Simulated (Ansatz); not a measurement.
AlN:
```xyz
2
Lattice="2.6808 0.0000 0.0000 0.0000 2.6808 0.0000 0.0000 0.0000 3.8436" Properties=species:S:1:pos:R:3 pbc="T T T"
Al     1.3404     1.3404     0.0000
N      0.0000     0.0000     0.0000
```

Relaxed with PBE+D3(BJ). PBE+D3(BJ) in the plane-wave PAW code Ansatz gives a gap of 0.37 eV.

Task: What gap does HSE06 give on the same cell (Ansatz, PAW)?

Result: 1.28 eV, 0.90 eV more. The hybrid was solved on a coarser mesh and at special points; its gap is the smallest among all of these.

```csv
k,v1 PBE+D3(BJ),c1 PBE+D3(BJ),v1 HSE06,c1 HSE06
Γ,-1.20,0.37,-1.43,1.28
Z,-1.16,5.10,?,?
M,0.00,2.38,?,?
A,-0.54,3.91,-0.61,5.20
R,-0.76,1.41,?,?
X,-0.78,4.77,?,?
```

Task: Top valence (v1) and lowest conduction level (c1) in eV from each method's valence maximum (which need not be a listed point): supply the withheld HSE06 values.

Result: 
- R, v1 HSE06: -0.95
- R, c1 HSE06: 2.35
- M, v1 HSE06: 0.00
- M, c1 HSE06: 3.54
- X, v1 HSE06: -0.97
- X, c1 HSE06: 5.96
- Z, v1 HSE06: -1.38
- Z, c1 HSE06: 6.47

Cost on shared cores: the PBE+D3(BJ) run (SCF on a 10×10×7 mesh, then bands and DOS) around 5 core-seconds (rough), the HSE06 run (SCF on 8×8×5, then a few points) around 28 core-seconds (rough); the tasks are unlike.

Space group P4/mmm. The cell is a constructed one: a structure type filled with these elements; neither database checked (COD, Materials Project) lists it. It is not the phase usual at ambient conditions (space group No. 186, 216). The PBE+D3(BJ) relaxation kept the symmetry of its start. At this level the phase is dynamically unstable (imaginary phonons).

Potentials: the later of the program's two PAW sets.
